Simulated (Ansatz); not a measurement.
# Ta (Im-3m), clamped-ion strain scan

Method: Ansatz 0.2.0, DFT r2SCAN, scalar-relativistic, plane waves, PAW. Cutoff 500 eV, Γ-centred 20×20×20 k-points, Gaussian smearing of 0.15 eV. Spin–orbit coupling is left out, which can shift energies with elements as heavy as these. No spin polarisation. Energies are free energies at this smearing, counted from the undisturbed cell; pressure is positive in compression.

Reference structure (as given, not relaxed at this level; it stands at 0.5 GPa):

```xyz
1
Lattice="-1.6513 1.6513 1.6513 1.6513 -1.6513 1.6513 1.6513 1.6513 -1.6513" Properties=species:S:1:pos:R:3 pbc="T T T"
Ta    0.0000    0.0000    0.0000
```

The cell is strained by ε times the Voigt pattern (0, 0, 1, 0, 0, 0) (xx, yy, zz, yz, xz, xy; engineering shear) with fractional coordinates fixed. The cell is metallic on the mesh throughout.

(ε, ΔE (meV/atom)): (-0.1500, 466.8), (-0.1125, 244.8), (-0.0750, 106.5), (-0.0375, 26.5), (0.0000, 0.0), (0.0375, 18.8), (0.0750, 71.7), (0.1125, 149.9), (0.1312, 196.5), (0.1500, 247.9)